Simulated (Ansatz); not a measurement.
Notes on CaSi4

```
CELL_PARAMETERS angstrom
5.41700 0.00000 0.00000
2.70850 -5.67852 0.00000
2.09168 0.00000 -5.55306
ATOMIC_POSITIONS crystal
Ca 0.06241 0.87518 0.75000
Ca 0.93759 0.12482 0.25000
Si 0.36236 0.82282 0.32203
Si 0.81482 0.82282 0.17797
Si 0.63764 0.17718 0.67797
Si 0.18518 0.17718 0.82203
Si 0.49503 0.55770 0.81004
Si 0.94727 0.55770 0.68996
Si 0.50497 0.44230 0.18996
Si 0.05273 0.44230 0.31004
```

Method: PBEsol, no spin polarisation; PAW, plane waves to 420 eV, 5×5×5 Γ-centred mesh, fermi-dirac occupations (width 0.1 eV) (Ansatz 0.2.0), atoms fixed.

- Forces: The largest is on Si4 (and as large on other atoms): 3.80 eV/Å, components (-2.84, 2.13, -1.35). It makes 34° with the line to a nearest neighbour, Si3 at 2.29 Å, pointing towards it.
- Stress: The pressure is 29.5 GPa (compression positive), so with the atoms held at these fractions the cell would first expand; the forces are large, so a full relaxation may end otherwise. The principal stresses 23.0, 31.4, 34.1 GPa differ, so its shape would change too.
- Formation energy: 1.24 eV an atom against the elements' usual phases (free molecules for gases, crystals otherwise, with no correction for O₂ or N₂), so at this geometry it isn't bound against them. Relaxing would lower it.
- At the Fermi level: It is a metal, with about 6.3 states/eV a cell as the mean within 0.25 eV of the Fermi level, mostly Si p (80 %).
- Charges: Bader charges in e: Ca +0.78, Si -0.29 to -0.10. In the mean Ca gives up most and Si takes most.

Origin: a known structure type with other elements, at an estimated volume, so it need not be a known compound. Caveats: atoms or cell far from equilibrium.
